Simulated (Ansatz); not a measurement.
La₂O₃ (La2O3 or Ni2Al3 type), relaxed with HSE06 (Ansatz, a first-principles code, plane waves, PAW): a = 3.919 Å, b = 3.919 Å, c = 6.139 Å, α = 90.00°, β = 90.00°, γ = 120.00°.

gap (eV): 5.28
B₀ by P(V) fit (GPa): 117

Q: The same phase is relaxed and computed with LDA in the same code. What are the cell and these values now?

A: a = 3.883 Å, b = 3.883 Å, c = 5.951 Å, α = 90.00°, β = 90.00°, γ = 120.00°.

* **gap (eV)**: 3.73
* **B₀ by P(V) fit (GPa)**: 124

All cells were relaxed under the symmetry of their starts (and spin orders); stability against distortions was not tested throughout. Spin–orbit coupling is left out wherever it is not named.

Potentials: the earlier of the program's two PAW sets.

Ansatz is a plane-wave DFT program.
